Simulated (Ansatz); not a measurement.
C (Fd-3m): G0W0 and the starting functional

```
C
1.0
     0.00000    1.78350    1.78350
     1.78350    0.00000    1.78350
     1.78350    1.78350    0.00000
C
2
Direct
  0.00000 0.00000 0.00000
  0.25000 0.25000 0.25000
```

Held fixed (Ansatz):

```json
{"datasets": "soft PAW set, first generation", "k mesh": "6×6×6", "empty bands": "110", "response cutoff": "180 eV", "frequencies": "plasmon pole, fitted at the program's default frequency", "q → 0 term": "analytic weight of Carrier, Rohra and Görling", "points solved": "Γ, L, X", "band sums": "cut at the band count"}
```

The gap is read from Γ to X, linearised, between the Kohn-Sham band edges among the points solved. ε∞ is the electronic dielectric constant on this mesh. Wave cutoffs: 420, 420 eV in the order of the table.

Problem. The orbitals come from LDA, PBE in turn. Does G0W0 narrow the spread of the gaps between these starts?

Solution. The Kohn-Sham gaps spread over 0.05 eV and the G0W0 gaps over 0.03 eV, so the dependence on the start is small at both levels.

| orbitals | KS gap (eV) | G0W0 gap (eV) | ε∞ |
| --- | --- | --- | --- |
| LDA | 4.71 | 5.95 | 5.9 |
| PBE | 4.77 | 5.99 | 5.8 |

Soft PAW datasets can miss an all-electron G0W0 gap by more than 5 %. The PAW or pseudopotential files were made with PBE. Band sums or response are cut, so the gap isn't at its basis limit. The gap is read among the points solved; the crystal's band edges can lie elsewhere.
